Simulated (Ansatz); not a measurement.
The relaxed structure here is a generated cell of CoSi2: the first start was made by placing the elements on the sites of a structure type, and the end was not matched to a known phase here, so it may be hypothetical. Known forms of CoSi2 include space group No. 225.

The end point of a relaxation of CoSi2. Calculation: PBE (plane waves to 420 eV, PAW, scalar-relativistic; Ansatz, a first-principles code).

```xyz
6
Lattice="0.0000 3.7668 4.5601 2.0923 0.0000 4.5601 2.0923 3.7668 0.0000" Properties=species:S:1:pos:R:3 pbc="T T T"
Si     2.0923     5.0247     4.5601
Si     2.0923     2.5089     4.5601
Si     3.1384     4.3923     6.8402
Si     3.1384     6.9081     6.8402
Co     0.0000     0.0000     0.0000
Co     1.0461     1.8834     2.2801
```

Question: Find the space group and the Wyckoff positions (tolerance 0.01 Å).

Answer: Space group Fddd, origin choice 1 (No. 70); a = 4.1846 Å, b = 7.5336 Å, c = 9.1202 Å, α = β = γ = 90.00°

```json
[
 {"atom": "Si", "site": "16f", "symmetry": ".2.", "x": "0.0000", "y": "0.3330", "z": "0.0000"},
 {"atom": "Co", "site": "8a", "symmetry": "222", "x": "0.0000", "y": "0.0000", "z": "0.0000"}
]
```

Question: Give the shortest distances between elements (the closest pairs, up to four, under 3.6 Å).

Answer: Si–Si 2.44 Å; Co–Si 2.44 Å; Co–Co 3.14 Å.

```json
{
 "volume_per_atom": "11.98 Å³",
 "band_gap": "no gap (metallic)",
 "magnetic_moment": "zero (the starting moments vanished)"
}
```

No spin polarisation in the result: the starting moments vanished. A magnetic state may lie lower.

The run could not lose the symmetry of its start: the end is stationary, and may be a saddle point rather than a minimum.
